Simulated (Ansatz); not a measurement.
The start is a randomly generated symmetric cell of HfSiO4 (space group No. 191). Cell shape, volume and atoms are optimised at zero target pressure with PBEsol (plane waves to 420 eV, PAW, scalar-relativistic; Ansatz, an electronic-structure program). The first steps use a coarse 6×6×6 k-mesh.

Starting cell:
```yaml
crystal:
  lattice:
    - [4.30915, 0.00000, 0.00000]
    - [-2.15458, 3.73183, 0.00000]
    - [0.00000, 0.00000, 4.14897]
  atoms:
    - { symbol: Hf, position: [0.00000, 0.00000, 0.50000] }
    - { symbol: O, position: [0.33333, 0.66667, 0.16563] }
    - { symbol: O, position: [0.66667, 0.33333, 0.16563] }
    - { symbol: O, position: [0.66667, 0.33333, 0.83437] }
    - { symbol: O, position: [0.33333, 0.66667, 0.83437] }
    - { symbol: Si, position: [0.00000, 0.00000, 0.00000] }
```

```yaml
outcome: The space group stays P6/mmm (No. 191) (the run could not lower it), with 6 atoms in the primitive cell
energy_released: about 1.5 eV/atom
Shortest distances (start → end): "The closest pairs of elements (up to four, under 3.6 Å), start → end: O–O 1.37 → 2.06 Å; Hf–Si 2.07 → 2.72 Å; Hf–O 2.85 → 2.40 Å; O–Si 2.58 → 2.54 Å"
band_gap_at_the_end: zero (metallic)
optimiser_moves: 29
```

Final values are on a 15×15×9 k-mesh of the relaxed cell. The start holds a very short contact (O–O 1.37 Å). No spin polarisation in the result. No Hubbard U is applied.

The run could not lose the symmetry of its start: the end is stationary, and may be a saddle point rather than a minimum.

The relaxed structure here is a generated cell of HfSiO4: the first start was made by a random draw of sites in a space group, and the end was not matched to a known phase here, so it may be hypothetical.
